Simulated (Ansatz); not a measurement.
**Phases of Ge at 270 GPa**

Structure types of Ge are relaxed in primitive cells with their symmetry kept at 270 GPa, first on PAW files, then by LAPW. The enthalpy is E + pV at zero temperature, without zero-point motion. Only the types listed were tried, and differences under about 5 meV/atom are mesh noise. The real phase may be another.

Level of theory: DFT with PBEsol, scalar-relativistic, in Ansatz 0.2.0; Fermi–Dirac smearing of 0.05 eV, no spin polarisation. LAPW: all electrons, basis error target 0.5 meV/atom; PAW: frozen-core files, cutoff 420 eV.

k meshes: bcc 20×20×20, hcp 19×19×10, omega 10×10×13, diamond 15×15×15, simple hexagonal 19×19×18.

The PAW files were made under PBE.

Q: Order the types by LAPW enthalpy, lowest first.
A. diamond
B. simple hexagonal
C. omega
D. bcc
E. hcp

A: E (0 meV/atom), D (39 meV/atom), C (112 meV/atom), B (261 meV/atom), A (3997 meV/atom).

| start type | ends as | a, b, c (Å) | V (Å³/atom) | H − H(lowest), LAPW (meV/atom) | same, PAW |
| --- | --- | --- | --- | --- | --- |
| bcc | bcc, Im-3m | 2.616, 2.616, 2.616 | 8.95 | 39.3 | 39.4 |
| hcp | hcp, P6_3/mmc | 2.325, 2.325, 3.807 | 8.91 | 0.0 | 0.0 |
| omega | omega, P6/mmm | 3.734, 3.734, 2.232 | 8.99 | 111.7 | 112.4 |
| diamond | diamond, Fd-3m | 4.415, 4.415, 4.415 | 10.76 | 3997.2 | 4016.9 |
| simple hexagonal | simple hexagonal, P6/mmm | 2.243, 2.243, 2.096 | 9.13 | 261.0 | 264.4 |

Q: Split the lead of hcp over bcc into energy and pV.

A: For bcc less hcp: ΔE = -31.4 meV/atom, and p·ΔV = 270 GPa × +0.0420 Å³ × 6.242 meV/(GPa·Å³) = +70.7 meV/atom, together 39.3 meV/atom. hcp wins by its smaller volume, against the internal energy.
